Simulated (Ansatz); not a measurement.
**Moment against volume in FeNiPt2 (P4/mmm)**

```
Fe Ni Pt
1.0
     3.85791    0.00000    0.00000
     0.00000    3.85791    0.00000
     0.00000    0.00000    3.63963
Fe Ni Pt
1 1 2
Direct
  0.00000 0.00000 0.00000
  0.50000 0.50000 0.00000
  0.50000 0.00000 0.50000
  0.00000 0.50000 0.50000
```

The reference geometry is a structure from the Materials Project; nothing is relaxed.

Common settings: PBEsol, 8×8×8 k mesh, Fermi–Dirac smearing of 0.03 eV. PAW means Ansatz 0.2.0 on its default frozen-core files; LAPW is all-electron LAPW in Ansatz 0.2.0. Site moments are integrated in spheres about the atoms, whose radii differ between the methods. Start moments of the first PAW run (μB): Fe1 3, Ni2 1.5, Pt3 0.6, Pt4 0.6.

The cell shown is scaled evenly to other volumes, and every spin-polarised run starts from the same moments.

Question: Over V/V₀ from 0.72 to 1.18, do the moments collapse, and if so where?

Answer: The moments survive down to the smallest volume, V/V₀ = 0.72 at 145 GPa, where the largest is 1.52 μB. Between V/V₀ = 0.8 and 0.72 the largest moment drops from 2.50 to 1.52 μB.
| V/V₀ | Å³/atom | M PAW (μB/cell) | M LAPW (μB/cell) | largest site moment, PAW (μB) | P PAW (GPa) | P LAPW (GPa) | F − F(unpolarised), PAW (meV/atom) |
| --- | --- | --- | --- | --- | --- | --- | --- |
| 0.72 | 9.75 | 2.50 | – | 1.52 | 144.6 | – | -36 |
| 0.8 | 10.83 | 3.85 | 3.86 | 2.50 | 75.5 | 75.4 | -81 |
| 0.85 | 11.51 | 4.23 | – | 2.82 | 45.9 | – | -129 |
| 0.9 | 12.19 | 4.40 | 4.41 | 2.96 | 23.1 | 23.1 | -177 |
| 0.95 | 12.87 | 4.61 | – | 3.09 | 6.5 | – | -221 |
| 1 | 13.54 | 4.82 | 4.82 | 3.20 | -5.8 | -5.8 | -263 |
| 1.05 | 14.22 | 4.91 | – | 3.27 | -15.0 | – | -301 |
| 1.1 | 14.90 | 4.97 | 4.97 | 3.33 | -21.8 | -21.8 | -336 |
| 1.18 | 15.98 | 5.04 | – | 3.41 | -28.8 | – | -384 |

Question: Fit a third-order Birch–Murnaghan equation to the PAW pressures of the magnetic runs between 0.85 and 1.11 V₀. What are the zero-pressure volume and bulk modulus, and what do the unpolarised runs give?

Answer: V = 13.20 Å³/atom (0.974 V₀), B = 241 GPa, B′ = 4.9, with a worst miss of 0.08 GPa. The unpolarised pressures, 34.4, 12.3, -3.8, -15.3, -23.6, -29.5 GPa at V/V₀ = 0.85, 0.9, 0.95, 1, 1.05, 1.1, give 12.69 Å³/atom and 276 GPa, so the moments change the volume by +4.0 %. Cell shape and inner coordinates are held, so these aren't the relaxed crystal's values unless symmetry fixes them.

The PAW files were made with PBE; the program remakes their cores once for the run's functional and then keeps them frozen. Under strong compression frozen cores are worth checking against an all-electron run. The Ansatz runs typed with the search for lower states off end where their start leads. Spin–orbit coupling is left out although heavy atoms are present. These are results for the start and cell typed. The real compound can order otherwise, in a larger cell, or not at all, since semilocal functionals without spin fluctuations often overstate magnetism; near a collapse of the moment, mesh and smearing move it by tens of per cent.
